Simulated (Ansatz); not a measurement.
The relaxed structure here is a generated cell of CsSnI3: the first start was made by a random draw of sites in a space group, and the end was not matched to a known phase here, so it may be hypothetical. Known forms of CsSnI3 include space group No. 62, 221.

A relaxed cell of CsSnI$_{3}$ (P4/mmm (No. 123)), relaxed on a k-mesh at least as fine as the one used below. Level of theory: PBE (plane waves to 420 eV, PAW, scalar-relativistic; Ansatz, a quantum-chemistry and plane-wave program). Γ-centred k-mesh 5×3×2 on the run's cell (coarser than for final values), Fermi–Dirac smearing 0.05 eV.

```yaml
crystal:
  lattice:
    - [4.75770, 0.00000, 0.00000]
    - [0.00000, 9.51541, 0.00000]
    - [0.00000, 0.00000, 12.04897]
  atoms:
    - { symbol: Cs, position: [0.50000, 0.25000, 0.50000] }
    - { symbol: Cs, position: [0.50000, 0.75000, 0.50000] }
    - { symbol: I, position: [0.50000, 0.25000, 0.15189] }
    - { symbol: I, position: [0.50000, 0.75000, 0.15189] }
    - { symbol: I, position: [0.50000, 0.25000, 0.84811] }
    - { symbol: I, position: [0.50000, 0.75000, 0.84811] }
    - { symbol: I, position: [0.00000, 0.00000, 0.50000] }
    - { symbol: I, position: [0.00000, 0.50000, 0.50000] }
    - { symbol: Sn, position: [0.00000, 0.00000, 0.00000] }
    - { symbol: Sn, position: [0.00000, 0.50000, 0.00000] }
```

The atoms are displaced by (Å):

```csv
atom,ux,uy,uz
Cs1,0.002,-0.134,-0.069
Cs2,0.031,-0.025,-0.035
I3,0.073,0.155,-0.003
I4,0.116,-0.093,0.039
I5,0.043,0.113,0.032
I6,0.111,-0.051,-0.070
I7,0.136,-0.043,0.020
I8,-0.132,-0.021,-0.049
Sn9,0.015,0.252,0.051
Sn10,0.017,0.070,0.090
```

Question: What forces (eV/Å) and pressure result?

Answer: 
```json
[
 {"atom": "Cs1", "Fx": "0.18", "Fy": "0.59", "Fz": "-0.02"},
 {"atom": "Cs2", "Fx": "-0.13", "Fy": "-0.07", "Fz": "0.01"},
 {"atom": "I3", "Fx": "0.09", "Fy": "-0.18", "Fz": "0.10"},
 {"atom": "I4", "Fx": "0.11", "Fy": "-0.17", "Fz": "-0.16"},
 {"atom": "I5", "Fx": "0.04", "Fy": "-0.28", "Fz": "-0.02"},
 {"atom": "I6", "Fx": "0.10", "Fy": "-0.07", "Fz": "0.25"},
 {"atom": "I7", "Fx": "-0.74", "Fy": "-0.20", "Fz": "0.06"},
 {"atom": "I8", "Fx": "0.70", "Fy": "-0.32", "Fz": "-0.02"},
 {"atom": "Sn9", "Fx": "-0.16", "Fy": "0.28", "Fz": "-0.18"},
 {"atom": "Sn10", "Fx": "-0.19", "Fy": "0.42", "Fz": "-0.02"}
]
```

Pressure +0.1 GPa.

The undisplaced cell is probably no minimum: from this displacement the run went on to P1 (No. 1) at a tolerance of 0.01 Å, P2₁ (No. 4) at 0.1 Å, 0.47 eV/atom below it.

No spin polarisation in the result.
